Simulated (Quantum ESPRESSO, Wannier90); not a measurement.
## CsSnBr₃ (cubic perovskite), plane waves to Wannier functions

```xyz
5
Lattice="5.8390 0.0000 0.0000 0.0000 5.8390 0.0000 0.0000 0.0000 5.8390" Properties=species:S:1:pos:R:3 pbc="T T T"
Cs     0.0000     0.0000     0.0000
Sn     2.9195     2.9195     2.9195
Br     2.9195     0.0000     2.9195
Br     0.0000     2.9195     2.9195
Br     2.9195     2.9195     0.0000
```

Structure: Materials Project mp-27214, symmetrised, not relaxed again. Not found in the COD (Crystallography Open Database) copy used; not checked further. Level: LDA, no spin polarisation, no spin-orbit coupling; pw.x of Quantum ESPRESSO at 58 Ry with PseudoDojo potentials, 6×6×6 k-points, Wannier90. Density: 6×6×6 mesh, Gaussian smearing 0.01 Ry. Spin-orbit coupling is left out although heavy elements are present.

Bands 14-22 form an isolated set from -5.15 to 0.00 eV relative to the valence-band maximum (on the path) and are turned into 9 Wannier functions by minimising the spread from the start: atomic waves Br 4p.

Q: Where do the functions sit, how wide are they and what are they made of?

A: 
```json
[
 {"functions": "6", "spread (Å²)": "1.95", "nearest atom, distance (Å)": "Br 0.00", "second atom, distance (Å)": "Sn 2.92", "weight on atomic waves": "Br 4p 95 %"},
 {"functions": "3", "spread (Å²)": "4.92", "nearest atom, distance (Å)": "Br 0.00", "second atom, distance (Å)": "Sn 2.92", "weight on atomic waves": "Br 4p 69 %, Sn 5p 18 %, Sn 5s 9 %"}
]
```

Ω_I = 25.75 Å², Ω_total = 26.47 Å²; the interpolated bands follow pw.x to 12 meV rms on the path. Only this start was tried; a symmetric start can stop on a saddle, and mixtures of these functions could lower the total by at most Ω_total − Ω_I.
